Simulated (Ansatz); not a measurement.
A crystal relaxed with r2SCAN in Ansatz 0.2.0 has space group P6_3mc (No. 186) and a = 3.097 Å, c = 10.034 Å.

```csv
atom,site,x,y,z
Al,2a,0.0000,0.0000,0.9987
Al,2b,0.3333,0.6667,0.2498
Xx,2a,0.0000,0.0000,0.1882
Xx,2b,0.3333,0.6667,0.4382
```

r2SCAN gives an indirect gap of 4.67 eV, from Γ to M; the least direct gap is 4.86 eV at Γ. With HSE06 the valence top lies at Γ and the conduction bottom at M, 5.31 eV higher; the smallest vertical gap, at Γ, is 5.57 eV. With PBE the valence top lies at Γ and the conduction bottom at M, 4.04 eV higher; the smallest vertical gap, at Γ, is 4.20 eV. Meshes: r2SCAN 12×12×4, HSE06 6×6×2, PBE 12×12×4. r2SCAN's ε∞ is 4.2 along x and y, 4.3 along z.

Q: Which element is Xx?
A. As
B. N
C. P
D. Sb

A: B. Xx is N: AlN in the 4H polytype structure. Al is surrounded by 4 N at 1.89–1.90 Å; Al is surrounded by 4 N at 1.89 Å; N is surrounded by 4 Al at 1.89–1.90 Å; N is surrounded by 4 Al at 1.89 Å.

These are computed values for a spin-unpolarised cell that may be hypothetical; none is a measurement.

The meshes of the hybrids are coarse, so their gaps aren't converged to the digits shown.

For a response run the program warns that the ground state's bands aren't all converged, so ε∞ carries an extra error.
